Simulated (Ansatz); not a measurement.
**Zone-centre phonons of InAg3: input and output**

Method: Ansatz, DFT LDA, scalar-relativistic, plane waves, PAW.

Launched with:
```bash
ansatz run input.yaml --threads 1 --pin off --max-ram 3072MiB --backend cpu --events-out ev --progress --plain --runs-dir out
```

Input (bare energies are in eV):
```yaml
crystal:
  lattice:
    - [4.0868778648, 0.0, 0.0]
    - [0.0, 4.0868778648, 0.0]
    - [0.0, 0.0, 4.0868778648]
  atoms:
    - { symbol: In, position: [0.0, 0.0, 0.0] }
    - { symbol: Ag, position: [0.0, 0.5, 0.5] }
    - { symbol: Ag, position: [0.5, 0.0, 0.5] }
    - { symbol: Ag, position: [0.5, 0.5, 0.0] }
basis:
  ecutwfc: 420
kpoints:
  mp_grid: { grid: [10, 10, 10] }
hamiltonian:
  xc: lda
scf:
  occupations: { method: fermi_dirac, width: 0.15 }
output:
  eigenvalues: true
phonons:
  method: dfpt
  eigenvectors: true
```

The end of the output:
```
--- Phonons (Γ-DFPT): 3 representative perturbations + reference, on 216 of 1000 k-points (Σ response iterations 9) ---
  k mesh reduced under 8 symmetry operations, with k and −k counted as one. Each operation leaves every solved displacement unchanged or reverses it
  ASR residual: 2.518e-4 → 0.000e0 eV/Å²; symmetrization residual: 8.080e-6 eV/Å²
  ASR residual per site (eV/Å²): 4.98e-5 2.52e-4 2.52e-4 2.52e-4
  Γ frequencies (cm⁻¹): 0.00 0.00 0.00 101.07 101.07 101.07 106.81 106.81 106.81 165.90 165.90 165.90
  non-analytic LO–TO correction: not included (Born effective charges unavailable; polar crystals: no LO–TO splitting at Γ)
```

The run took 3.7 min on 1 thread of Arm Neoverse V2, with other jobs on the host, peak memory 1.9 GiB.

In a metal, frequencies and elastic constants depend on the k mesh and the smearing, soft modes and shear constants most.